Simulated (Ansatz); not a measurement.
Cs (bcc (W type)), relaxed with r²SCAN (Ansatz, an electronic-structure program, plane waves, PAW): a = b = c = 6.268 Å, α = β = γ = 90.00°.

Q: The same phase is relaxed and computed with r²SCAN+D4 in the same code. What is the cell now?

A: a = b = c = 6.2437 Å, α = β = γ = 90.00°.

All cells were relaxed under the symmetry of their starts (and spin orders); stability against distortions was not tested throughout. Scalar-relativistic: spin–orbit coupling is off unless named, which matters more the heavier the elements.

Potentials: the later of the program's two PAW sets.

Ansatz is a plane-wave DFT program.
